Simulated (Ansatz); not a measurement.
Here is the system:

SnGe:
```cif
data_Ge4Sn4
_chemical_formula_sum 'Ge4 Sn4'
_space_group_name_H-M_alt 'Pmma'
_space_group_IT_number 51
_space_group_name_Hall '-P 2a 2a'
_cell_length_a 4.32807
_cell_length_b 4.30163
_cell_length_c 12.31382
_cell_angle_alpha 90.000
_cell_angle_beta 90.000
_cell_angle_gamma 90.000
loop_
_space_group_symop_operation_xyz
  'x, y, z'
  '-x, -y, -z'
  '-x+1/2, -y, z'
  'x+1/2, y, -z'
  'x+1/2, -y, -z'
  '-x+1/2, y, z'
  '-x, y, -z'
  'x, -y, z'
loop_
_atom_site_label
_atom_site_type_symbol
_atom_site_symmetry_multiplicity
_atom_site_Wyckoff_symbol
_atom_site_fract_x
_atom_site_fract_y
_atom_site_fract_z
_atom_site_occupancy
Ge1 Ge 2 e 0.25000 0.00000 0.33739 1
Ge2 Ge 2 f 0.25000 0.50000 0.44614 1
Sn1 Sn 2 e 0.75000 0.00000 0.21331 1
Sn2 Sn 2 f 0.75000 0.50000 0.07015 1
```

This is the PBEsol-relaxed structure.

Problem. All from PBEsol (plane waves, PAW; program Ansatz), unless another level is named. Predict the electronic character.

Solution. metallic (no gap).

Problem. And the formation energy from the elements (no fitted shifts)?

Solution. 8.0 kJ/mol-atom.

Problem. Give the density of states at the Fermi level.

Solution. 0.10 states/eV per atom (mean over ±0.08 eV).

Problem. And the gap with spin–orbit coupling?

Solution. none (metallic).

The start of the workflow was typed in or built on a structure type; neither database checked (COD, Materials Project) lists it. Whether it is the stable phase at ambient conditions was not checked. Symmetry was held in the PBEsol relaxation; whether a distortion lowers the energy is not shown. The references are the lowest solids computed at this level, not always the standard phases. Scalar-relativistic: spin–orbit coupling is off unless named, which matters more the heavier the elements.

Potentials: the later of the program's two PAW sets.
